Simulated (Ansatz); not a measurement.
Relaxed LiCl (rock salt):

```yaml
crystal:
  lattice:
    - [0.00000, 2.57520, 2.57520]
    - [2.57520, 0.00000, 2.57520]
    - [2.57520, 2.57520, 0.00000]
  atoms:
    - { symbol: Cl, position: [0.00000, 0.00000, 0.00000] }
    - { symbol: Li, position: [0.50000, 0.50000, 0.50000] }
```

Calculation: PBE (plane waves to 420 eV, PAW, scalar-relativistic; Ansatz, a quantum-chemistry and plane-wave program). k mesh 9×9×9 (Γ-centred), Fermi-Dirac smearing 0.05 eV. LiCl was relaxed with its symmetry unable to fall.

One atom of the cell was then moved (with its periodic images), all else fixed, and the forces (eV/Å) came out as:

```tsv
atom	Fx	Fy	Fz
Cl1	0.000	0.000	0.388
Li2	0.000	0.000	-0.388
```

With two atoms only their relative shift counts; take Li2 as fixed.

Which atom was moved, and by which vector (Å)?

Cl1, by (0.00, 0.00, -0.31), 0.31 Å in all.

(A displaced cell: forces are minus the slopes of the energy, force constants its curvatures, and phonons follow from these.)
